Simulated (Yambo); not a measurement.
AgI monolayer: sweep of GW parameters

G0W0@PBEsol for a free-standing AgI monolayer (symmetry P-3m1, slab cell 17.3 Å high) in Yambo. Reference settings: 6×6×1 Γ-centred k mesh, bands 9 to 123 and a 5 Ry block in the screening, 123 bands in G with the Bruneval-Gonze terminator, plasmon pole fitted at 27.2 eV, slab-truncated Coulomb interaction, stochastic integration of W near q = 0. The PBEsol gap Γ → Γ on this mesh is 2.02 eV; G0W0 gaps are taken between the same points.

```tsv
change from the reference	G0W0 gap Γ → Γ (eV)	shift of the valence edge (eV)	rough Yambo cost
reference settings	3.93	-0.91	1
54 bands in W, 54 bands in G	4.10	-0.71	about 1/2
84 bands in W, 84 bands in G	3.99	-0.82	within a factor of two
84 bands in G	3.94	-0.87	–
64 bands in W	4.02	-0.83	within a factor of two
no stochastic integration of W	4.63	-1.28	–
3 Ry block	3.89	-0.86	within a factor of two
no terminator	3.88	-0.71	–
```

The reference isn't shown to be the converged limit. Costs are rough (shared machines), scaled to the same edge states, and given only for runs that recompute the screening. Without the stochastic integration, the mesh misses the sharp change of W near q = 0 in a layer: the 0.71 eV of that row are a sampling artefact.

Spin-orbit coupling is left out, which matters for elements this heavy: edges can move by tenths of an eV.

Geometry relaxed with PBEsol; primitive cell a = 4.410 Å, b = 4.410 Å, c = 17.300 Å, α = 90.00°, β = 90.00°, γ = 120.00°.

This is a model layer cut from the bulk structure; whether it is stable on its own was not checked.

A shift is the quasiparticle energy of the state minus its PBEsol energy.
